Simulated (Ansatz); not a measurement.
A: Rb2TiCl6 (space group Fm-3m), a = b = c = 9.904 Å, α = β = γ = 90.00°
B: Os (fcc, Cu type), a = 3.821 Å, b = 3.821 Å, c = 3.821 Å, α = 90.00°, β = 90.00°, γ = 90.00°
C: HfC (rock salt), a = 4.607 Å, b = 4.607 Å, c = 4.607 Å, α = 90.00°, β = 90.00°, γ = 90.00°

Scan: energy against volume (even scaling of the relaxed cell, symmetry kept). All come from one method, each on a k mesh of its own. All were relaxed with their symmetry unable to fall. HfC is run without spin polarisation. Os is run without spin polarisation. Rb2TiCl6 is run without spin polarisation. Spin-orbit coupling is left out. This is one of several known forms of Os; the measured ambient cells at hand have space group No. 194.

Put the candidates in order of bulk modulus (fitted), highest first, for PBEsol (plane waves to 420 eV, PAW, scalar-relativistic; Ansatz, a quantum-chemistry and plane-wave program).

B (423 GPa), C (248 GPa), A (13.3 GPa)

(Under strain, the slope of the energy per volume gives the stress and its curvature an elastic modulus.)
